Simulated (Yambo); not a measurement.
```xyz
2
Lattice="0.0000 2.1485 2.1485 2.1485 0.0000 2.1485 2.1485 2.1485 0.0000" Properties=species:S:1:pos:R:3 pbc="T T T"
O      2.1485     2.1485     2.1485
Mg     4.2971     4.2971     4.2971
```

The PBEsol cell relaxed from Materials Project entry mp-1265 was given an isotropic strain of +2 % on all lattice vectors, and the atoms were relaxed again.

Task: Where are the main features of Im ε from RPA with local fields on PBEsol bands (Yambo; 18×18×18 mesh, 15 bands, 4 Ry local-field block, 0.2 eV broadening; field along x)?

Result: Peaks at 8.2 eV (3.2), 10.6 eV (4.2), 14.5 eV (3.0), 17.2 eV (2.8), heights in brackets. Peak heights and small wiggles depend on the k mesh. Convergence of the RPA response with its 18×18×18 mesh was not tested. No excitonic effects at this level.
